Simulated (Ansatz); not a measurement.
**Cutoff convergence: BN**

System: BN (zinc blende type, first atom moved by 0.06 Å along [111]), 2 atoms in the cell.

```
CELL_PARAMETERS angstrom
0.00000 1.81500 1.81500
1.81500 0.00000 1.81500
1.81500 1.81500 0.00000
ATOMIC_POSITIONS crystal
B 0.00954 0.00954 0.00954
N 0.25000 0.25000 0.25000
```

Method: HSE06, plane waves, PAW datasets (generated soft set 1) in Ansatz 0.2.0 development build.

Exchange singularity: Wigner-Seitz; k-mesh 4×4×4 Γ-centred; Fermi–Dirac smearing of 0.05 eV; no spin polarisation.

| cutoff (eV) | E − E(top) (meV/atom) | pressure at fixed basis (GPa) | corrected pressure (GPa) | rms force change (meV/Å) |
| --- | --- | --- | --- | --- |
| 280 | 178.9 | -33.75 | -7.57 | 94.1 |
| 300 | 86.6 | -23.34 | -9.81 | 56.8 |
| 320 | 58.1 | -19.58 | -9.72 | 34.9 |
| 340 | 27.9 | -15.04 | -9.77 | 13.0 |
| 380 | 7.4 | -11.15 | -9.34 | 0.6 |
| 420 | 1.3 | -9.52 | -9.11 | 0.4 |
| 480 | 0.3 | -9.08 | -9.06 | 0.2 |
| 560 | 0.0 | -9.13 | -9.08 | 0.0 |

Against the 560 eV run, total energies lie within 1 meV/atom from 480 eV on. Forces lie within 10 meV/Å (rms) from 380 eV on. The pressure at a fixed basis moves by -24.62 GPa at 280 eV.

The k-mesh is coarse, so these values belong to this mesh and can lie far from the converged ones.
